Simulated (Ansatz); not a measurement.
The start is a relaxed Ta cell displaced along its unstable phonon at q = Γ (86i cm⁻¹), largest move 0.15 Å. The structure is fully relaxed (lattice and positions, P = 0) with PBE (plane waves to 420 eV, PAW, scalar-relativistic; Ansatz, a program for electronic structure). First-step values are on the input's coarse k-mesh.

Ansatz input (later rounds restart from its end on a renewed k-mesh):
Ansatz 0.2 input:
```yaml
crystal:
  lattice:
    - [1.3666448654, -2.7489024057, 0]
    - [1.3666448654, 2.7489024057, 0]
    - [0, 0, 4.9716477956]
  atoms:
    - { symbol: Ta, position: [0.9210324389, 0.1887254095, 0.25] }
    - { symbol: Ta, position: [0.0789675611, 0.8112745905, 0.75] }
basis: { ecutwfc: 420, ecutrho_ratio: 4, xc_grid: 2, fft_grid_basis: typed }
kpoints: { mp_grid: { grid: [13, 13, 7] } }
hamiltonian:
  xc: pbe
  dispersion: none
  pseudopotentials: { azcp: { folder: ./paw }, kind: paw }
scf: { occupations: { method: fermi_dirac, width: 0.05 } }
relax: { f_tol: 0.01, max_steps: 100, cell: { stress_tol: 0.02 } }
output: { forces: true, stress: true }
```

Question: What is the largest force in the starting geometry, and on which atom (counted from 1)?

Answer: 0.47 eV/Å, on Ta1, Ta2 (atoms numbered as listed).

Question: By how much does the energy per atom fall from start to end?

Answer: 0.16 eV/atom.

Question: How does the volume per atom move from start to end?

Answer: -2.1 %, from 18.68 to 18.29 Å³/atom.

Question: Does it find its way back to the structure it was made from?

Answer: It does not go back: it reaches Im-3m (No. 229), bcc (W type), 0.21 eV/atom below the parent.

Question: How do the shortest distances between atoms change?

Answer: The closest pairs of elements (up to four, under 3.6 Å), start → end: Ta–Ta 2.73 → 2.87 Å.

Question: Is the relaxed structure metallic? Give its gap.

Answer: Zero (metallic).

Question: Write out the relaxed structure.

Answer: 
```cif
data_Ta2
_chemical_formula_sum 'Ta2'
_space_group_name_H-M_alt 'Im-3m'
_space_group_IT_number 229
_space_group_name_Hall '-I 4 2 3'
_cell_length_a 3.31974
_cell_length_b 3.31974
_cell_length_c 3.31974
_cell_angle_alpha 90.000
_cell_angle_beta 90.000
_cell_angle_gamma 90.000
loop_
_atom_site_label
_atom_site_type_symbol
_atom_site_symmetry_multiplicity
_atom_site_Wyckoff_symbol
_atom_site_fract_x
_atom_site_fract_y
_atom_site_fract_z
_atom_site_occupancy
Ta1 Ta 2 a 0.00000 0.00000 0.00000 1
```
(The calculation used a cell of 1 atom; values per cell refer to that cell.)

Final values are on a 20×20×20 k-mesh of the relaxed cell. No spin polarisation in the result.

The run could not lose the symmetry of its start.

Of the parent cell (Cmcm (No. 63)): it is a generated cell of Ta: the first start was made by placing the elements on the sites of a structure type, and the end was not matched to a known phase here, so it may be hypothetical. Known forms of Ta include space group No. 229.
